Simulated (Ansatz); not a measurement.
ZnInGaO4:
```
CELL_PARAMETERS angstrom
      1.65745     0.95693     8.58292
     -1.65745     0.95693     8.58292
      0.00000    -1.91385     8.58292
ATOMIC_POSITIONS crystal
  Zn 0.21869 0.21869 0.21869
  In 0.00294 0.00294 0.00294
  Ga 0.78714 0.78714 0.78714
  O  0.29509 0.29509 0.29509
  O  0.71124 0.71124 0.71124
  O  0.12117 0.12117 0.12117
  O  0.86373 0.86373 0.86373
```

Cartesian axes are those of the cell as given.

Q: Give the proper piezoelectric stress tensor with relaxed ions from the program Ansatz at the PBEsol level (PAW).

A: In C/m², rows x, y, z, Voigt columns; mesh uncertainty up to 0.00.
```
 0.00   0.00   0.00   0.00  -0.22   0.21
 0.21  -0.21   0.00  -0.22   0.00   0.00
-0.29  -0.29   0.66   0.00   0.00   0.00
```

The elastic tensor of the same run (GPa):

```
 252   140   125  -8.6   0.0   0.0
 140   252   125   8.6   0.0   0.0
 125   125   259   0.0   0.0   0.0
-8.6   8.6   0.0  60.9   0.0   0.0
 0.0   0.0   0.0   0.0  60.9  -8.6
 0.0   0.0   0.0   0.0  -8.6  55.8
```

Q: Convert to strain constants d = e·S.

A: In pC/N:
```
 0.0   0.0   0.0   0.0  -3.1   3.3
 1.6  -1.6   0.0  -3.1   0.0   0.0
-2.2  -2.2   4.7   0.0   0.0   0.0
```

Space group R3m. The PBEsol relaxation kept the symmetry of its start. Signs of piezoelectric constants follow the polarity of the cell as given.

Potentials: the later of the program's two PAW sets.
